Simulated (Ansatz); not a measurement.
**Computed properties of Sn$_{2}$Pt**

Sn2Pt:
```yaml
crystal:
  lattice:
    - [0.00000, 3.23829, 3.23829]
    - [3.23829, 0.00000, 3.23829]
    - [3.23829, 3.23829, 0.00000]
  atoms:
    - { symbol: Sn, position: [0.25000, 0.25000, 0.25000] }
    - { symbol: Sn, position: [0.75000, 0.75000, 0.75000] }
    - { symbol: Pt, position: [0.00000, 0.00000, 0.00000] }
```

Space group Fm-3m (No. 225), fluorite or antifluorite type; conventional cell a = b = c = 6.477 Å, α = β = γ = 90.00°.

Method: r²SCAN in the plane-wave PAW code Ansatz. Geometry: relaxed at this level of theory. Other levels are named where they apply.

### Cell and energy

- Volume per atom: 22.64 Å³
- Density: 10.57 g/cm³
- Formation energy from the elements (no fitted shifts): -0.44 eV/atom

### Electronic structure

Electronic character: metallic (no gap)
Density of states at the Fermi level: 0.30 states/eV per atom (mean over ±0.08 eV)
Gap with spin–orbit coupling: none (metallic)

### Mechanics

- Bulk modulus (Birch–Murnaghan fit): 107 GPa
- Pressure derivative B′: 5.6

### Charges

Bader charges: Sn +0.65, Pt -1.29 e

The workflow started from an entry of the Crystallography Open Database (COD). Its standing as an ambient phase is unchecked. Symmetry was held in the r²SCAN relaxation; whether a distortion lowers the energy is not shown. The run is not spin-polarised. The references are the lowest solids computed at this level, not always the standard phases. Scalar-relativistic: spin–orbit coupling is off unless named, which matters more the heavier the elements.

Potentials: the later of the program's two PAW sets.
